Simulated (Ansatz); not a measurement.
## YSb: energy along a strain

YSb, Fm-3m, a = 6.190 Å (as given, not relaxed at this level: -2.2 GPa). The structure is a COD entry; whether it is the stable form wasn't checked. Ansatz: PBEsol, PAW, 420 eV, Γ-centred 14×14×14 mesh on 2 atoms, Gaussian smearing 0.15 eV; no spin polarisation. Cell vectors (Å): 0.000 3.095 3.095; 3.095 0.000 3.095; 3.095 3.095 0.000. The cell is strained by x per cent times the pattern (1 -1 0 0 0 0) in the order xx yy zz yz xz xy (engineering shears), with fractional coordinates held. y is the free energy over the start, V0 = 29.647 Å³/atom. Symmetry makes y even in x.

| x (%) | y (meV/atom) |
| --- | --- |
| -6.00 | 84.83 |
| -3.00 | 20.40 |
| 0.00 | 0.00 |
| 0.75 | 1.26 |
| 1.50 | 5.05 |
| 2.25 | 11.41 |
| 3.75 | 32.11 |
| 4.50 | ? |
| 5.25 | 64.18 |

Question: Fit y = c2 x² + c4 x⁴ to the other rows, get the stiffness along the pattern, and predict the missing energy.

Answer: Least squares on the rows shown. y = 2.2368 x² + 0.0033219 x⁴. The clamped-ion stiffness p·C·p = 2 × 22.37 eV × 160.2 / 29.647 Å³ = 242 GPa (second derivative at the start, which stands under stress). At x = 4.50 the fit asked for gives 46.66 meV/atom. The run gave 46.66 meV/atom, the same to the digits shown.